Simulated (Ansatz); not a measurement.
# Magnetic states of iron, omega (AlB2-type)

Theory: DFT, BLYP, plane waves (420 eV) with PAW, scalar-relativistic in Ansatz 0.2.0. The PAW files were generated under PBE, with cores re-solved for the functional.

Each start was relaxed and then solved on a dense mesh, with Fermi-Dirac smearing of 0.05 eV (0.1 eV in a metal without spin) extrapolated to zero. Rows within 2 meV/atom of each other tie.

Task: Where does each start end, and how do the energies compare? Starts: non-magnetic; ferromagnetic.

Result: 
| start | ends | ΔE (meV/atom) | V (Å³/atom) |
| --- | --- | --- | --- |
| ferromagnetic | ferromagnetic, net 2.51 μB per atom | 0.0 | 12.55 |
| non-magnetic | spin not included | 98.0 | 10.85 |
